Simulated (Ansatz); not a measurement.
Relaxed PbSe (rock salt):

```
PbSe
1.0
    0.00000     3.10888     3.10888
    3.10888     0.00000     3.10888
    3.10888     3.10888     0.00000
Se Pb
1 1
Cartesian
  0.00000   0.00000   0.00000
  3.10888   3.10888   3.10888
```

These are PBE (plane waves to 420 eV, PAW, scalar-relativistic; Ansatz, a program for electronic structure) values and carry that method's errors. k mesh 8×8×8 (Γ-centred), Fermi-Dirac smearing 0.05 eV. PbSe was relaxed with its symmetry unable to fall. Spin-orbit coupling is left out, though Pb is heavy.

One atom of the cell was then moved (with its periodic images), all else fixed, and the forces (eV/Å) came out as:

```csv
atom,Fx,Fy,Fz
Se1,0.111,0.000,0.000
Pb2,-0.111,0.000,0.000
```

With two atoms only their relative shift counts; take Se1 as fixed.

Task: Which atom was moved, and by which vector (Å)?

Result: Pb2, by (0.19, 0.00, 0.00), 0.19 Å in all.

(A displaced cell: forces are minus the slopes of the energy, force constants its curvatures, and phonons follow from these.)
